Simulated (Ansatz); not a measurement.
Moving the fixed moment of the cell in CoSn

```
Sn Co
1.0
     5.24604    0.00000    0.00000
    -2.62302    4.54320    0.00000
     0.00000    0.00000    4.18759
Sn Co
3 3
Cartesian
  0.0000 0.0000 0.0000
  0.0000 3.0288 2.0938
  2.6230 1.5144 2.0938
  2.6230 0.0000 0.0000
  1.3115 2.2716 0.0000
  -1.3115 2.2716 0.0000
```

The cell is a database's computed one, not the measured one.

Kept alike: task single point; functional PBEsol; k mesh 5 × 5 × 6; occupations fermi-dirac, width 0.05 eV. Program: Ansatz, Ansatz PAW, cutoff 420 eV. The mesh is that of the run's cell of 6 atoms. No spin-orbit coupling.

| fixed moment of cell, M (μB) | pressure (GPa) | largest site moment (μB) | free energy over the lowest row (meV/atom) |
| --- | --- | --- | --- |
| 0 | -1.93 | 0.00 | 0.00 |
| 1.5 | -1.22 | 0.48 | 25.55 |
| 3 | 0.59 | 0.95 | 77.39 |
| 4.5 | 3.40 | 1.36 | 160.79 |
| 6 | 7.38 | 1.71 | 303.94 |
| 7.5 | 12.36 | 2.00 | 562.20 |
| 9 | 18.52 | 2.26 | 933.34 |
| 12 | 32.11 | 2.71 | 2036.33 |

Pressure is positive in compression, with a Pulay correction for the finite cutoff. For a metal such a mesh leaves the last digits unconverged. The runs hold the magnetic state that their start led to, which needn't be the lowest. Site moments count inside each atom's sphere or projector. All rows use potentials made for PBE.

The pressure rises from -1.93 to 32.11 GPa between 0 and 12 μB. The largest site moment rises from 0.00 to 2.71 μB between 0 and 12 μB. The free energy rises from 0.00 to 2036.33 meV/atom between 0 and 12 μB.
